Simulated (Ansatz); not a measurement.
**ScPtN₂, first-principles data**

ScPtN2:
```
ScPtN2
1.0
    1.61961     0.93508     5.97284
   -1.61961     0.93508     5.97284
    0.00000    -1.87017     5.97284
Sc Pt N
1 1 2
Direct
  0.50000   0.50000   0.50000
  0.00000   0.00000   0.00000
  0.89550   0.89550   0.89550
  0.10450   0.10450   0.10450
```

Space group R-3m (No. 166); conventional cell a = 3.239 Å, b = 3.239 Å, c = 17.919 Å, α = 90.00°, β = 90.00°, γ = 120.00°.

Method: plane-wave PAW r²SCAN (Ansatz code). The cell and atoms are relaxed at this level. Other levels are named where they apply.

### Cell and energy

| Property | Result |
|---|---|
| Volume per atom | 13.57 Å³ |
| Density | 8.20 g/cm³ |
| Formation energy from the elements (no fitted shifts) | -0.33 eV/atom |

### Electronic structure

| Quantity | Result |
|---|---|
| Electronic character | metallic (no gap) |
| Density of states at the Fermi level | 1.1 states/eV per atom (mean over ±0.08 eV) |
| Gap with spin–orbit coupling | none (metallic) |

### Mechanics

| Quantity | Result |
|---|---|
| Bulk modulus (Birch–Murnaghan fit) | 110 GPa |
| Pressure derivative B′ | 5.9 |

### Charges

| Quantity | Value |
|---|---|
| Bader charges | Sc +1.92, Pt +0.64, N -1.28 e |

The start of the workflow was typed in or built on a structure type; neither database checked (COD, Materials Project) lists it. Whether it is the stable phase at ambient conditions was not checked. The r²SCAN relaxation kept the symmetry of its start; its stability against distortions is not shown here. The run is not spin-polarised. With an odd number of electrons in the cell and no spin polarisation, the count alone makes it a metal. The references are the lowest solids computed at this level, not always the standard phases (solids in place of the gases). Spin–orbit coupling is left out wherever it is not named.

Potentials: the later of the program's two PAW sets.
